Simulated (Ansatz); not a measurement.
## Eigenvalues along a path: Bi (sc type)

```yaml
crystal:
  lattice:
    - [2.45026, 0.00000, 0.00000]
    - [0.00000, 2.45026, 0.00000]
    - [0.00000, 0.00000, 2.45026]
  atoms:
    - { symbol: Bi, position: [0.00000, 0.00000, 0.00000] }
```

The cell comes from a relaxation on PAW files under the same functional, begun from a prototype that needn't be the stable phase.

Computed with Ansatz 0.2.0; functional LDA, scalar-relativistic. Settings: a Γ-centred 12×12×12 k mesh, Fermi–Dirac smearing of 0.05 eV, no spin polarisation. Methods: LAPW: all electrons, basis error target 1 meV/atom.

This run: volume at 0.45 of the series' base cell.

Spin–orbit coupling is left out, which matters for the heavy atoms. The structure type is held throughout; the real material can change phase at far lower pressure.

Path points, in fractions of the reciprocal vectors: Γ (0.000, 0.000, 0.000), X (0.000, 0.500, 0.000), M (0.500, 0.500, 0.000), R (0.500, 0.500, 0.500). The distance column jumps between branches of the path. Levels in eV from the Fermi level; bands 20 to 27, counted from the lowest band of the run. The gap is zero, the pressure 287.7 GPa.

```
# k(1/Å) point b20 b21 b22 b23 b24 b25 b26 b27
0.000 Γ -25.00 -25.00 -23.61 3.67 3.67 3.67 10.88 11.47
0.160 - -25.04 -25.00 -23.49 2.61 3.83 3.83 11.10 11.23
0.321 - -25.16 -24.99 -23.12 0.39 4.31 4.31 10.62 11.07
0.481 - -25.33 -24.97 -22.47 -2.14 5.07 5.07 9.82 10.92
0.641 - -25.52 -24.96 -21.52 -4.72 6.03 6.03 9.00 10.62
0.801 - -25.72 -24.94 -20.25 -7.27 7.10 7.10 8.27 10.18
0.962 - -25.87 -24.92 -18.70 -9.74 7.71 8.16 8.16 9.68
1.122 - -25.98 -24.91 -16.95 -12.04 7.36 9.00 9.00 9.30
1.282 X -26.01 -24.91 -15.69 -13.47 7.24 9.15 9.33 9.33
1.442 - -26.01 -24.95 -15.62 -13.33 7.14 8.40 8.93 9.56
1.603 - -25.99 -25.06 -15.40 -12.90 6.31 6.56 8.72 10.23
1.763 - -25.97 -25.22 -15.00 -12.25 3.77 5.36 8.93 11.32
1.923 - -25.59 -25.40 -14.39 -11.44 1.09 3.90 9.41 12.78
2.083 - -25.59 -25.03 -13.51 -10.55 -1.60 2.44 9.99 13.02
2.244 - -25.74 -24.52 -12.31 -9.70 -4.21 1.16 10.55 12.00
2.404 - -25.83 -24.18 -10.76 -9.05 -6.65 0.23 10.98 11.36
2.564 M -25.87 -24.05 -8.93 -8.79 -8.79 -0.11 11.14 11.14
2.791 - -25.84 -24.29 -11.85 -8.37 -6.24 0.63 10.99 11.41
3.018 - -25.75 -24.93 -14.76 -7.18 -4.49 2.88 10.68 12.20
3.244 - -25.64 -25.61 -17.39 -5.45 -3.34 6.07 10.59 11.08
3.471 - -25.49 -25.44 -19.61 -3.38 -2.24 8.61 8.76 11.61
3.698 - -25.31 -25.28 -21.37 -1.16 -0.88 6.53 9.77 14.17
3.924 - -25.16 -25.13 -22.63 0.82 1.03 4.97 10.45 13.76
4.151 - -25.04 -25.04 -23.37 2.66 2.87 4.00 11.07 12.17
4.378 Γ -25.00 -25.00 -23.61 3.67 3.67 3.67 10.88 11.47
4.655 - -25.08 -25.08 -23.24 2.70 3.02 3.02 11.95 11.95
4.933 - -25.30 -25.30 -22.14 1.20 1.60 1.60 13.00 13.00
5.210 - -25.65 -25.65 -20.29 0.09 0.09 0.14 13.05 13.05
5.488 - -26.05 -26.05 -17.76 -1.22 -1.22 -0.33 10.90 10.90
5.765 - -25.62 -25.62 -14.59 -2.28 -2.28 -0.31 8.00 8.60
6.043 - -24.81 -24.81 -10.91 -3.12 -3.12 0.05 4.63 6.85
6.321 - -24.21 -24.21 -6.90 -3.70 -3.70 0.49 1.73 5.81
6.598 R -23.99 -23.99 -3.92 -3.92 -3.92 -0.98 1.12 5.48
6.825 - -24.21 -24.07 -5.94 -4.44 -3.44 0.79 1.05 5.51
7.052 - -24.79 -24.30 -8.68 -5.82 -2.08 1.42 2.41 5.61
7.278 - -25.58 -24.68 -11.05 -7.60 -0.05 2.44 3.25 5.78
7.505 - -26.08 -25.17 -12.90 -9.41 2.41 3.92 4.07 6.04
7.732 - -25.84 -25.51 -14.23 -11.03 4.99 5.19 5.64 6.38
7.958 - -26.21 -25.22 -15.08 -12.33 6.72 6.76 7.30 7.34
8.185 - -26.07 -24.99 -15.55 -13.18 7.10 8.41 8.65 8.82
8.411 X -26.01 -24.91 -15.69 -13.47 7.24 9.15 9.33 9.33
10.225 R -23.99 -23.99 -3.92 -3.92 -3.92 -0.98 1.12 5.48
10.385 - -24.14 -23.99 -4.78 -4.18 -4.18 0.29 1.04 5.73
10.545 - -24.55 -24.00 -6.02 -4.84 -4.84 0.82 2.74 6.45
10.706 - -25.14 -24.01 -7.03 -5.72 -5.72 0.57 5.66 7.52
10.866 - -25.80 -24.02 -7.78 -6.65 -6.65 0.34 8.67 8.67
11.026 - -26.36 -24.03 -8.32 -7.51 -7.51 0.15 9.68 9.68
11.186 - -26.11 -24.04 -8.67 -8.19 -8.19 0.00 10.47 10.47
11.347 - -25.93 -24.05 -8.87 -8.64 -8.64 -0.08 10.97 10.97
11.507 M -25.87 -24.05 -8.93 -8.79 -8.79 -0.11 11.14 11.14
```
